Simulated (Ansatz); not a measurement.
Sb:
```cif
data_Sb6
_chemical_formula_sum 'Sb6'
_space_group_name_H-M_alt 'R-3m :H'
_space_group_IT_number 166
_space_group_name_Hall '-R 3 2"'
_cell_length_a 4.34172
_cell_length_b 4.34172
_cell_length_c 11.60754
_cell_angle_alpha 90.000
_cell_angle_beta 90.000
_cell_angle_gamma 120.000
loop_
_atom_site_label
_atom_site_type_symbol
_atom_site_symmetry_multiplicity
_atom_site_Wyckoff_symbol
_atom_site_fract_x
_atom_site_fract_y
_atom_site_fract_z
_atom_site_occupancy
Sb1 Sb 6 c 0.00000 0.00000 0.23134 1
```
(The calculation used a cell of 2 atoms; values per cell refer to that cell.)

Relaxed with r²SCAN. The program Ansatz at the r²SCAN level (PAW) gives no gap.

Task: What gap does HSE06 give on the same cell (Ansatz, PAW)?

Result: It stays without a gap at the points solved. The hybrid was solved on a coarser mesh and at special points; its gap is the smallest among all of these. On such a mesh it can open a false gap in a semimetal.

| k | v1 r²SCAN | c1 r²SCAN | v1 HSE06 | c1 HSE06 |
|---|---|---|---|---|
| Γ | -1.90 | 1.95 | -1.68 | 2.52 |
| T | -0.34 | 0.31 | [?] | [?] |
| L | -0.34 | -0.07 | -0.07 | 0.28 |
| F | -3.71 | 1.75 | [?] | [?] |
| S0 | -2.99 | 2.85 | [?] | [?] |
| H0 | -0.98 | 0.88 | [?] | [?] |

Task: Top valence (v1) and lowest conduction level (c1) in eV from each method's valence maximum (which need not be a listed point): supply the withheld HSE06 values.

Result: 
- H0, v1 HSE06: -0.73
- H0, c1 HSE06: 1.36
- T, v1 HSE06: 0.00
- T, c1 HSE06: 0.81
- F, v1 HSE06: -3.63
- F, c1 HSE06: 2.13
- S0, v1 HSE06: -2.88
- S0, c1 HSE06: 3.46

Cost on shared cores: the r²SCAN run (SCF on a 11×11×11 mesh, then bands and DOS) very roughly 110 core-seconds, the HSE06 run (SCF on 6×6×6, then a few points) around 4 core-minutes (rough); the tasks are unlike.

The r²SCAN relaxation kept the symmetry of its start; of distortions, only those at the zone centre were tested. Spin–orbit coupling is left out wherever it is not named.

Potentials: the later of the program's two PAW sets.
